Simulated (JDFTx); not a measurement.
Cu(100) slab cut from bulk Cu (space group Fm-3m, indices of the conventional cell, lattice of the Materials Project entry mp-30, not re-optimised): 8 atoms in 4 planes, a c(2×2) cell of 12.80 Å² (|a| = 3.577, |b| = 3.577 Å), 5.4 Å between the outermost planes, cell height 24.4 Å, 6×6×1 k mesh, Fermi smearing 0.01 Ha, no spin polarisation.

Adsorbate: Cl on both faces at 0.50 monolayer, started ontop and relaxed in vacuum, keeping the symmetry of the start.

Level of theory: PBE, GBRV ultrasoft potentials, plane waves to 20/100 Ha; code: a modified build of JDFTx. The adsorption energy per Cl is [E(slab + 2 Cl) − E(slab)]/2 − (E(HCl) − ½ E(H2)), with the gas molecules relaxed at the same level and slab energies taken as (E + F)/2, the usual estimate of zero smearing. In reaction energies these potentials put H₂ about 0.03 eV too high against large-basis PBE. These are electronic energies without vibrational corrections. Reconstruction of the substrate beyond this cell is outside the model.

### Question
Predict the adsorption energy and the geometry, and the change of the work function.

### Answer
-0.45 eV. Cl sits 1.93 Å above the highest substrate atom, bound to 1 Cu at 2.13 Å. The work function goes from 4.60 to 6.46 eV. In linear PCM (GLSSA13), water, 1 M KCl, at zero charge, the adsorption energy is -0.45 eV and the potential of zero charge moves from -0.11 to 1.83 V vs SHE (4.44 V convention).
